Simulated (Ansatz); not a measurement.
Task: Each is relaxed and computed with DFT-r²SCAN in the program Ansatz with PAW potentials. Which alone has a direct gap?
A. BAs, P4_2/mnm (B on 4g, As on 4f)
B. LaAs, rock salt
C. InAs, wurtzite
D. BeTe, wurtzite

Result: C, InAs, wurtzite. InAs: gap 0.14 eV (direct); BAs: gap 0.89 eV (indirect); LaAs: gap 0.08 eV (indirect); BeTe: gap 2.57 eV (indirect). Typed or built starts, not in the databases checked: BAs, P4_2/mnm (B on 4g, As on 4f). Not the usual ambient phase: InAs, wurtzite; BAs, P4_2/mnm (B on 4g, As on 4f). Standing as an ambient phase not checked: LaAs, rock salt; BeTe, wurtzite. All cells were relaxed under the symmetry of their starts (and spin orders); stability against distortions was not tested throughout. Spin–orbit coupling is left out wherever it is not named.

Potentials: the later of the program's two PAW sets.
